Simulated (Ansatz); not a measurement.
A plane-wave DFT run in Ansatz 0.2.0 (scalar-relativistic PAW potentials unless the input names others): input and command.

```yaml
crystal:
  lattice:
    - [0.0, 3.9491517299, 3.9491517299]
    - [3.9491517299, 0.0, 3.9491517299]
    - [3.9491517299, 3.9491517299, 0.0]
  atoms:
    - { symbol: Zr, position: [0.125, 0.125, 0.125] }
    - { symbol: Zr, position: [0.625, 0.125, 0.125] }
    - { symbol: Zr, position: [0.125, 0.125, 0.625] }
    - { symbol: Zr, position: [0.125, 0.625, 0.125] }
    - { symbol: Mo, position: [0.5, 0.5, 0.5] }
    - { symbol: Mo, position: [0.75, 0.75, 0.75] }
basis:
  ecutwfc: 420
kpoints:
  mp_grid: { grid: [8, 8, 8] }
hamiltonian:
  xc: pbe
scf:
  occupations: { method: gaussian, width: 0.1 }
  algorithm: direct_min
  mixing: { preconditioner: none }
  lower_state_search: "off"
output:
  forces: true
  eigenvalues: true
  stress: true
relax:
  adjacent_minimum: "off"
  f_tol: 0.01
  max_steps: 80
  cell: { stress_tol: 0.05 }
```

```bash
ansatz run input.yaml --threads 1 --pin off --max-ram 2560MiB --backend cpu --events-out ev --progress --plain --runs-dir out
```

Abridged log:
```
Basis set: ecut = 420 eV, 2421 PW (Γ), exchange–correlation on 80×80×80 points (8 copies of the dense FFT grid, shifted against one another)
Bands: 46, of which v1, the nominal top of the filled ones, is band 38 counted from 1 (37 counted from 0)
Symmetry: 48 space group operations
k-points: 29 of 512
SCF iter   1: F=—  HF=-26643.204688 eV  |F-HF|=—  |Δ(HF+E_count)|=         —  Δρ=1.39e-2  dr2=4.24e-1  ethr=1.77e-3  ⟨swp⟩=5.3  Hψ=5264  notcnv=0
SCF iter   2: F=—  HF=-26643.186343 eV  |F-HF|=—  |Δ(HF+E_count)|=   1.83e-2  Δρ=7.14e-3  dr2=1.32e-1  ethr=5.58e-4  ⟨swp⟩=4.4  Hψ=3273  notcnv=0  defer=4
SCF iter   3: F=—  HF=-26643.174359 eV  |F-HF|=—  |Δ(HF+E_count)|=   1.20e-2  Δρ=1.65e-3  dr2=9.67e-3  ethr=1.14e-5  ⟨swp⟩=3.5  Hψ=5201  notcnv=0
SCF iter   4: F=—  HF=-26643.172166 eV  |F-HF|=—  |Δ(HF+E_count)|=   2.19e-3  Δρ=4.15e-4  dr2=2.85e-4  ethr=1.14e-5  ⟨swp⟩=3.1  Hψ=2612  notcnv=0
SCF iter   5: F=—  HF=-26643.172121 eV  |F-HF|=—  |Δ(HF+E_count)|=   4.48e-5  Δρ=4.41e-5  dr2=4.70e-6  ethr=3.75e-7  ⟨swp⟩=4.0  Hψ=2801  notcnv=0
SCF iter   6: F=—  HF=-26643.172122 eV  |F-HF|=—  |Δ(HF+E_count)|=   2.57e-7  Δρ=6.07e-6  dr2=3.63e-8  ethr=6.18e-9  ⟨swp⟩=4.2  Hψ=3003  notcnv=0
SCF iter   7: F=-26643.172122 eV  HF=-26643.172122 eV  |F-HF|=2.25e-8  |Δ(HF+E_count)|=   2.88e-8  Δρ=3.31e-6  dr2=2.46e-8  ethr=4.78e-11  ⟨swp⟩=5.4  Hψ=4139  notcnv=0
the search or the solves at the SCF's close may have found levels that the self-consistency loop had missed (the run counts none). By its estimate they hold under 1e-12 electrons; where the run keeps them, the occupations were computed again with them
SCF 1 converged in 7 iterations: F = -26643.172122 eV  dr2 = 2.46e-8
  Residual-converged pass: ⟨swp⟩=2.6  Hψ=2469  notcnv=0  max |occ|·‖R‖ = 6.7e-6 eV (tolerance 6.7e-6 eV) dr2=2.50e-8  dr2_onsite=7.65e-10  max |Δocc| = 8.4e-10
relax step   1: F+E_penalty+E_count = -26643.17212164 eV  Δ(F+E_penalty+E_count) = +0.000e0 eV  max|allowed force component| = 6.746e-18 eV/Å  Δτ_max = 0.0000 Å  P = -0.069 GPa  Ω = 123.180 Å³  (7 SCF iters, dr2 threshold 1.00e-7 eV, accepted)
Crystal: 6 atoms, lattice volume = 123.008 Å³
Initial density: handed on by an earlier stage of this run
Initial wavefunctions: those handed on with the density
SCF iter   1: F=—  HF=-26643.172257 eV  |F-HF|=—  |Δ(HF+E_count)|=         —  Δρ=5.72e-4  dr2=1.43e-3  ethr=2.05e-6  ⟨swp⟩=4.3  Hψ=5416  notcnv=0
   ...
SCF iter   6: F=—  HF=-26643.172151 eV  |F-HF|=—  |Δ(HF+E_count)|=  4.37e-11  Δρ=3.60e-7  dr2=2.27e-10  ethr=1.11e-12 (applied; sched 1.00e-12)  ⟨swp⟩=3.5  Hψ=3074  notcnv=0
SCF iter   7: F=—  HF=-26643.172151 eV  |F-HF|=—  |Δ(HF+E_count)|=  7.28e-11  Δρ=1.11e-7  dr2=6.25e-11  ethr=1.00e-12  ⟨swp⟩=2.0  Hψ=2466  notcnv=0
SCF iter   8: F=-26643.172151 eV  HF=-26643.172151 eV  |F-HF|=7.28e-12  |Δ(HF+E_count)|=  3.64e-12  Δρ=1.80e-8  dr2=7.38e-13  ethr=1.00e-12  ⟨swp⟩=2.0  Hψ=2466  notcnv=0
SCF 3 converged in 8 iterations: F = -26643.172151 eV  dr2 = 7.38e-13
  Residual-converged pass: ⟨swp⟩=3.2  Hψ=2749  notcnv=0  max |occ|·‖R‖ = 1.6e-7 eV (tolerance 1.6e-7 eV) dr2=8.11e-13  dr2_onsite=2.06e-14  max |Δocc| = 5.7e-12
relax step   3: F+E_penalty+E_count = -26643.17215136 eV  Δ(F+E_penalty+E_count) = -2.972e-5 eV  max|allowed force component| = 1.311e-17 eV/Å  Δτ_max = 0.0000 Å  P =  0.000 GPa  Ω = 123.105 Å³  energy of the carried Pulay correction = +1.349e-5 eV  (8 SCF iters, accepted)
Initial wavefunctions: pseudopotential atomic-orbital guess (no wavefunctions were taken with the density)
SCF iter   1: F=—  HF=-26643.172118 eV  |F-HF|=—  |Δ(HF+E_count)|=         —  Δρ=8.87e-6  dr2=2.16e-7  ethr=1.12e-6  ⟨swp⟩=12.4  Hψ=11020  notcnv=4
SCF iter   2: F=—  HF=-26643.172119 eV  |F-HF|=—  |Δ(HF+E_count)|=   1.49e-6  Δρ=1.72e-5  dr2=6.90e-7  ethr=2.85e-10  ⟨swp⟩=6.3  Hψ=4856  notcnv=0
SCF iter   3: F=—  HF=-26643.172119 eV  |F-HF|=—  |Δ(HF+E_count)|=   9.38e-8  Δρ=5.56e-6  dr2=5.57e-8  ethr=2.85e-10  ⟨swp⟩=4.3  Hψ=3232  notcnv=0
SCF iter   4: F=—  HF=-26643.172119 eV  |F-HF|=—  |Δ(HF+E_count)|=   1.19e-8  Δρ=4.32e-7  dr2=3.44e-10  ethr=1.18e-12 (applied; sched 1.00e-12)  ⟨swp⟩=4.4  Hψ=5506  notcnv=0
SCF iter   5: F=-26643.172119 eV  HF=-26643.172119 eV  |F-HF|=1.46e-11  |Δ(HF+E_count)|=  9.46e-11  Δρ=3.48e-8  dr2=1.52e-12  ethr=1.00e-12  ⟨swp⟩=2.0  Hψ=2466  notcnv=0
the search or the solves at the SCF's close seem to have found levels that the self-consistency loop had missed (the run counts 1). By its estimate they hold under 1e-12 electrons; where the run keeps them, the occupations were computed again with them
SCF 4 converged in 5 iterations: F = -26643.172119 eV  dr2 = 1.52e-12
  Residual-converged pass: ⟨swp⟩=3.4  Hψ=3456  notcnv=0  max |occ|·‖R‖ = 1.6e-7 eV (tolerance 1.6e-7 eV) dr2=3.43e-12  dr2_onsite=1.94e-13  max |Δocc| = 2.9e-12
SCF converged after 5 iterations
Stability not checked: this state was not tested for a lower state beside it, because a direct minimisation reached the state, and no test of it is asked (direct_minimisation; see scf.lower_state_search)
Free energy (F): -26643.172119 eV
Harris-Foulkes:  -26643.172119 eV  (|F-HF|=1.46e-11)
Internal energy: -26643.116567 eV  (E = F + TS)
E sigma→0 (E₀):  -26643.144343 eV
Entropy (-TS):   -0.055553 eV (-9.259 meV/atom)
Fermi energy:    15.251979 eV
--- Forces (eV/Å), atoms counted from 1 ---
  atom   1  Zr     0.00000000     0.00000000     0.00000000
  atom   2  Zr     0.00000000     0.00000000     0.00000000
  atom   3  Zr     0.00000000     0.00000000     0.00000000
  atom   4  Zr     0.00000000     0.00000000     0.00000000
  atom   5  Mo     0.00000000     0.00000000     0.00000000
  atom   6  Mo     0.00000000     0.00000000     0.00000000
--- Stress (GPa, compression-positive) ---
        0.000005       0.000000       0.000000
        0.000000       0.000005       0.000000
        0.000000       0.000000       0.000005
  P = ⅓ Tr σ = 0.0000 GPa (0.000 kbar)
--- Relaxed structure (3 steps of the walk, 2 accepted, 1 SCFs on fresh bases) ---
  F+E_penalty+E_count = -26643.17211924 eV   max|allowed force component| = 9.637e-18 eV/Å   (the final SCF, on the basis selected at the relaxed cell)
  cell:  # Å, volume = 123.1055 Å³
    - [0.0, 3.94835154, 3.94835154]
    - [3.94835154, 0.0, 3.94835154]
    - [3.94835154, 3.94835154, 0.0]
  atoms:
    - { symbol: Zr, position: [0.125, 0.125, 0.125] }
    - { symbol: Zr, position: [0.62499999, 0.125, 0.125] }
    - { symbol: Zr, position: [0.125, 0.125, 0.62499999] }
    - { symbol: Zr, position: [0.125, 0.62499999, 0.125] }
    - { symbol: Mo, position: [0.5, 0.5, 0.5] }
    - { symbol: Mo, position: [0.74999999, 0.74999999, 0.74999999] }
```

Apart from outputs and empty bands, the input differs from a reference run on usual settings in scf.algorithm: not typed → "direct_min"; scf.mixing.preconditioner: not typed → "none"; scf.lower_state_search: not typed → "off". The reference, at the same start, ended its own course with a relaxed volume of 20.52 Å³/atom, pressure 0.00 GPa, largest force 0.000 eV/Å, no gap on the mesh. This run converged in 25 SCF iterations over all its steps (reference: 25) with an energy at zero smearing within 0.01 meV/atom of the reference's, a relaxed volume of 20.52 Å³/atom, pressure 0.00 GPa, largest force 0.000 eV/Å, no gap on the mesh.

It took 78 s on 1 thread of Intel(R) Xeon(R) 6975P-C (Granite Rapids) (shared host), peak memory 0.75 GiB.